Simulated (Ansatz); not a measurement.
One run on MnSe (I-4m2): compressed by 2 % along [0.0, 1.0, 0.0] at fixed volume; spin–orbit coupling in one pass over the collinear state, moments along [001]

Theory: DFT, LDA, all-electron LAPW, Dirac equation with spin-orbit coupling in Ansatz 0.2.0.

Command: `ansatz run input.yaml --threads 3 --pin off --max-ram 6144MiB --backend cpu --events-out ev --progress --plain --runs-dir out`

The folder start holds the state saved by an earlier run of the same cell (collinear, scalar-relativistic); this run solves the spinor bands once in its potential and doesn't iterate.

```yaml
crystal:
  lattice:
    - [0.0, 2.8518, 2.9395439048]
    - [2.9395439048, 0.0, 2.9395439048]
    - [2.9395439048, 2.8518, 0.0]
  atoms:
    - { symbol: Mn, position: [0.0, 0.0, 0.0], spin: 4.1, spin_axis: [0.0, -1.0, 0.0] }
    - { symbol: Se, position: [0.25, 0.25, 0.25] }
magnetization:
  noncollinear: true
  spin_orbit: true
kpoints:
  mp_grid: { grid: [9, 9, 9] }
scf:
  occupations: { method: fermi_dirac, width: 0.05 }
  lower_state_search: "off"
hamiltonian:
  xc: lda
  pseudopotentials: { kind: all_electron, lapw: { basis_error: 2.5e-05 } }
output:
  eigenvalues: false
  hubbard: { sites: [{ species: Mn, l: d }] }
checkpoint:
  read: start
  post_process_only: true
```

The program prints:

```
Warning: checkpoint.read: spin treatment differs: saved collinear, current noncollinear; the saved charge density seeds this run and the saved magnetisation is carried along the axis that this deck's starting moments share; the saved density holds an absolute magnetisation of 4.8e0 μB; saved orbitals and DFT+U occupations are not carried
Warning: checkpoint.read: magnetization.spin_orbit differs: this deck has the coupling, and the saved state was converged under scalar relativity for Mn, Se (and on the j-weighted average for any other species). The pass solves this deck's Hamiltonian once at the saved density, which is not self-consistent under the coupling. Its levels lack that density's response to the spin–orbit term and to th …
settings of this run that can trade accuracy for cost: output.eigenvalues: false. Do not mix this run's numbers with those of runs without the same settings; the input reference describes each key
Mn: projections on atomic orbitals take those of the free atom 1s2 2s2 2p6 3s2 3p6 3d5 4s2, of charge +0.00 (hamiltonian.pseudopotentials.projection_atoms)
Se: projections on atomic orbitals take those of the free atom 1s2 2s2 2p6 3s2 3p6 3d10 4s2 4p4, of charge +0.00 (hamiltonian.pseudopotentials.projection_atoms)
LAPW: plane waves up to 10.467 Å⁻¹, error target 2.5e-5 eV per atom; Dirac's equation on spinors; Mn in spheres of 1.265 Å, 15 of its electrons in bands; Se in spheres of 1.256 Å, 24 of its electrons in bands (how accurate: hamiltonian.pseudopotentials.lapw.basis_error, Limitations)
Engine: ansatz 0.2.0
Pseudopotentials: kind: all_electron
Pseudopotential: Mn, LAPW, valence charge 15, lapw/all_electron/dirac/gaussian/Mn, Dirac's equation, gaussian nucleus
Pseudopotential: Se, LAPW, valence charge 24, lapw/all_electron/dirac/gaussian/Se, Dirac's equation, gaussian nucleus
Functional definition: SPW92
  exchange = slater_x
  correlation = pw_c
Crystal: 2 atoms, lattice volume = 49.284 Å³
Basis set: ecut = 417.4307066533513 eV, 925 PW (Γ), exchange–correlation at level 2
Bands: 48, of which v1, the nominal top of the filled ones, is band 39 counted from 1 (38 counted from 0)
Symmetry: 4 space group operations + 4 with time reversal
Magnetic group: BNS 119.319 (UNI 979), of the structure as read, at distance tolerance 3.7e-5 Å
k-points: 115 of 729 (time reversal used)
Non-local potential: Mn, projectors of the file, none
Non-local potential: Se, projectors of the file, none
Initial density: read from a saved state, or passed on in memory by an earlier SCF of this step, an earlier step, the calling program or the single point that the run made first
Starting moments: Σ|m| = 4.1 μB on 1 of 2 sites; this step starts from the density that it was given
Initial wavefunctions: plane waves of lowest kinetic energy (no species holds an atomic orbital)
Functional: x = slater, c = lda
NSCF: frozen V_eff on 115 k-points
the basis was enlarged: its passes take 14.3 MiB over the memory plan, 3 of 3 planned eigensolver slots
SCF 1: post-processed at a frozen density that is not taken as self-consistent under this run
post-processed at a frozen density that is not taken as self-consistent under this run (a non-self-consistent diagonalisation pass)
Frozen density: not held to its close: it was read across a difference from the run that saved it, as the warnings at the start of the run say
Magnetization: |M| = 4.7813 μB,  M = (+0.0000, -4.7813, -0.0000) μB
Absolute magnetization: 4.7813 μB (∫|m|)
  site 0: m = (+0.0000, -4.2561, -0.0000) μB, |m| = 4.2561 μB  (R = 1.26 Å)
  site 1: m = (+0.0000, -0.1156, -0.0000) μB, |m| = 0.1156 μB  (R = 1.26 Å)
Free energy (F): not given: this pass's two estimates of its total disagree by 3.401e-4 eV and its dr2_mag is 2.068e-6 eV, 3.421e-4 eV together, over the energy gate of 1.000e-4 eV (scf.convergence.dr2_threshold). Run an SCF of this deck for it, without checkpoint.post_process_only or, of a chain, under workflow.steps: [scf]
Harris-Foulkes:  -97515.043529 eV
Entropy (-TS):   -0.011185 eV (-5.593 meV/atom)
Fermi energy:    8.161482 eV
--- Occupation matrices: 1 shell (Löwdin-built; ε = 2.00e-2, provisional) ---
  Mn0 d_3D: site group D2d (-42m)
  Mn0 d_3D spinor Tr n = 5.4374  λ = 0.045 0.046 0.137 0.146 0.148 0.975 0.976 0.979 0.992 0.993  [2× x2-y2 0.50 (E 1.00) E1/2(0.50) | 3× yz 0.33 (T2 1.00) E3/2(0.67) | 5× x2-y2 0.20 (T2 0.60) E3/2(0.60)]
  Tr n, λ and their labels are of the run-group-symmetrised matrices; stabiliser: 8 of 16 elements of G0×{1,Θ} (closed), max defect 2.9e-15 at τ = 4.2e-3
settings of this run that can trade accuracy for cost: output.eigenvalues: false. Do not mix this run's numbers with those of runs without the same settings; the input reference describes each key
```

occupations.tsv:

```
# site	symbol	l	channel	k	occupation	cluster	real_ylm_label	real_ylm_weight	cubic_label	cubic_weight	pseudocubic_irrep	site_irrep	w_site_irrep	cell_site_irrep	w_cell_site_irrep
# projection_atom_Mn: 1s2 2s2 2p6 3s2 3p6 3d5 4s2
# projection_atom_Se: 1s2 2s2 2p6 3s2 3p6 3d10 4s2 4p4
# site_irrep/w_site_irrep = the cluster's dominant irrep under the shell's site group (Mulliken, in the setting of the per-shell frame z, x; double-valued rows on a spinor block under rep=spin_orbital) and its weight, the cluster's purity; - without a site group
# cell_site_irrep/w_cell_site_irrep = the same under the site's group on the run's cell, the crystal's operations that keep its lattice, with its own per-shell comment where it differs; - as there, and where that group is no smaller or either group is refused
# basis = Löwdin-built
# labels = run-group-symmetrised matrices
# epsilon = 0.02 provisional = true under_converged = false
# stabiliser = 8/16 closed max_defect = 2.9315e-15 tolerance = 0.0042426
# site 0 Mn l=2_3D: orbit=0, site group D2d (-42m), |G|=8, z=[0.000000, 1.000000, 0.000000], x=[0.000000, 0.000000, 1.000000], rep=spin_orbital
0	Mn	2_3D	spinor	0	0.045000	0	x2-y2	0.4997	x2-y2	0.4997	E	E1/2	0.5000	-	-
0	Mn	2_3D	spinor	1	0.046490	0	x2-y2	0.4997	x2-y2	0.4997	E	E1/2	0.5000	-	-
0	Mn	2_3D	spinor	2	0.136820	1	yz	0.3333	yz	0.3333	T2	E3/2	0.6667	-	-
0	Mn	2_3D	spinor	3	0.146298	1	yz	0.3333	yz	0.3333	T2	E3/2	0.6667	-	-
0	Mn	2_3D	spinor	4	0.148305	1	yz	0.3333	yz	0.3333	T2	E3/2	0.6667	-	-
0	Mn	2_3D	spinor	5	0.974613	2	x2-y2	0.2000	x2-y2	0.2000	T2	E3/2	0.6000	-	-
0	Mn	2_3D	spinor	6	0.976312	2	x2-y2	0.2000	x2-y2	0.2000	T2	E3/2	0.6000	-	-
0	Mn	2_3D	spinor	7	0.978516	2	x2-y2	0.2000	x2-y2	0.2000	T2	E3/2	0.6000	-	-
0	Mn	2_3D	spinor	8	0.992451	2	x2-y2	0.2000	x2-y2	0.2000	T2	E3/2	0.6000	-	-
0	Mn	2_3D	spinor	9	0.992570	2	x2-y2	0.2000	x2-y2	0.2000	T2	E3/2	0.6000	-	-
# Tr n = 5.437375
```

Site moments (μB): Mn1 (0.00, -4.26, 0.00); Se2 (0.00, -0.12, 0.00). Cell moment 4.78 μB.

The Ansatz runs typed with the search for lower states off end where their start leads. The magnetic state is the one that this cell and start allow. It needn't be the compound's measured order, which may need a larger cell or be absent.

It took 61 s on 3 threads of Arm Neoverse V2, with other jobs on the host, peak memory 1.5 GiB.
